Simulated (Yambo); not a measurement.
Yambo run on Y₂CN₂O₂ (space group P-3m1, No. 164). The wavefunctions come from this Quantum ESPRESSO step (LDA, PseudoDojo standard norm-conserving files, scalar-relativistic):

```
&CONTROL
  calculation = 'nscf'
  pseudo_dir = './pseudo'
  outdir = './out'
/
&SYSTEM
  ibrav = 0
  nat = 7
  ntyp = 4
  ecutwfc = 84.0
  ecutrho = 336.0
  occupations = 'fixed'
  force_symmorphic = .true.
  nbnd = 147
/
&ELECTRONS
  conv_thr = 7.000000000000001e-09
  diago_full_acc = .true.
  diago_thr_init = 1e-08
/
ATOMIC_SPECIES
C 12.0110 C.upf
N 14.0070 N.upf
O 15.9990 O.upf
Y 88.9058 Y.upf
CELL_PARAMETERS angstrom
  3.698989866000   0.000000000000   0.000000000000
 -1.849494933000   3.203419193000   0.000000000000
  0.000000000000   0.000000000000   8.168860000000
ATOMIC_POSITIONS crystal
C   0.000000000000   0.000000000000   0.000000000000
N   0.000000000000   0.000000000000   0.150150000000
N   0.000000000000   0.000000000000   0.849850000000
O   0.333333333000   0.666666667000   0.396660000000
O   0.666666667000   0.333333333000   0.603340000000
Y   0.333333333000   0.666666667000   0.677520000000
Y   0.666666667000   0.333333333000   0.322480000000
K_POINTS automatic
3 3 1 0 0 0
```

Yambo input:

```
rim_cut
gw0
dyson
el_el_corr
HF_and_locXC
ppa
em1d
RandQpts= 1000000
RandGvec= 1 Ry
EXXRLvcs= 84 Ry
VXCRLvcs= 336 Ry
Chimod= "HARTREE"
% BndsRnXp
 1 | 146 |
%
NGsBlkXp= 7 Ry
% LongDrXp
 1.0 | 1.0 | 1.0 |
%
PPAPntXp= 27.2114 eV
% GbndRnge
 1 | 146 |
%
GTermKind= "BG"
DysSolver= "n"
ExtendOut
% QPkrange
 1 | 1 | 24 | 25 |
 3 | 3 | 24 | 25 |
%
```

k points by index: 1 = Γ, 3 = K.

Resulting energies as the program prints them:

```
#    K-point    Band    Eo [eV]    E [eV]    E-Eo [eV]    Vxc [eV]    Vnlxc [eV]    Sc|Eo [eV]    Sc|E [eV]    dSc/dw|Eo [eV]    Re(Z)    Im(Z)
#
    1    24    0.000000    -0.678544    -0.678544    -17.02161    -20.59097    2.725410    2.890814    -6.632240    0.804031    -0.001155
    1    25    3.727195    4.586844    0.859649    -9.135204    -4.388096    -3.745001    -3.887458    -4.508862    0.857854    -0.882919E-3
    3    24    -0.490674    -1.245552    -0.754878    -16.72649    -20.60737    2.941472    3.126002    -6.650970    0.803586    -0.001205
    3    25    4.103575    5.386225    1.282649    -12.97352    -7.602204    -3.842413    -4.088670    -5.223967    0.838941    -0.965875E-3
```
(The two width columns are left out.) Convergence of these settings isn't established.

Geometry of the Materials Project entry, not relaxed at this level.

The structure is a Materials Project entry; no match was found in the copy of COD used, and its stability was not checked.
